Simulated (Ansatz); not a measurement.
The relaxed structure here is a generated cell of Be: the first start was made by placing the elements on the sites of a structure type, and the end was not matched to a known phase here, so it may be hypothetical. Known forms of Be include space group No. 194.

A relaxed cell of Be (Fm-3m (No. 225)), relaxed on a k-mesh at least as fine as the one used below. The numbers are results of r2SCAN (plane waves to 500 eV, PAW, scalar-relativistic; Ansatz, a first-principles code), not measurements. Γ-centred k-mesh 9×17×17 on the run's cell (coarser than for final values), Fermi–Dirac smearing 0.05 eV.

```
CELL_PARAMETERS angstrom
      0.00000     3.15878     3.15878
      1.57939     0.00000     1.57939
      1.57939     1.57939     0.00000
ATOMIC_POSITIONS crystal
  Be 0.25000 0.50000 0.50000
  Be 0.75000 0.50000 0.50000
```

The atoms are displaced by (Å):

```
atom     ux      uy      uz
----  -----  ------  ------
Be1   0.009  -0.042   0.042
Be2   0.116   0.124  -0.003
```

Problem. What forces (eV/Å) and pressure result?

Solution. 
| atom | Fx | Fy | Fz |
|---|---|---|---|
| Be1 | 0.34 | 0.53 | -0.14 |
| Be2 | -0.34 | -0.53 | 0.14 |

Pressure +0.8 GPa.

Problem. Estimate the energy cost of the displacement in the harmonic approximation and compare with the calculation.

Solution. For a harmonic well ΔE = −½ Σ F·u = 0.066 eV a cell, or 33 meV/atom. The calculated energy relative to the undisplaced cell is +0.03 eV/atom, so the harmonic estimate holds well.

No spin polarisation in the result.

The run that gave the undisplaced cell could not lose the symmetry of its start; a randomly shaken copy of 2 atoms returns to this structure.
